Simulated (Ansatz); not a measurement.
BeTe:
```
CELL_PARAMETERS angstrom
      0.00000     2.80239     2.80239
      2.80239     0.00000     2.80239
      2.80239     2.80239     0.00000
ATOMIC_POSITIONS crystal
  Be 0.00000 0.00000 0.00000
  Te 0.25000 0.25000 0.25000
```

Tensor components refer to the Cartesian frame of this cell.

Question: Give the high-frequency dielectric tensor and the Born effective charge tensors of the independent atoms from DFPT, PBEsol (plane waves, PAW; program Ansatz).

Answer: 
ε∞:
```
7.54  0.00  0.00
0.00  7.54  0.00
0.00  0.00  7.54
```
Z* of atom 1 (Be), rows: field, columns: displacement, in e:
```
1.31  0.00  0.00
0.00  1.31  0.00
0.00  0.00  1.31
```
Z* of atom 2 (Te), rows: field, columns: displacement, in e:
```
-1.31   0.00   0.00
 0.00  -1.31   0.00
 0.00   0.00  -1.31
```

Space group F-43m (zinc blende). The cell was relaxed with PBEsol under the symmetry of its start. Spin–orbit coupling is left out wherever it is not named.

Potentials: the earlier of the program's two PAW sets. The files were generated under PBE; for other functionals the program regenerates the frozen cores, and for LDA and PBEsol the local potential too.
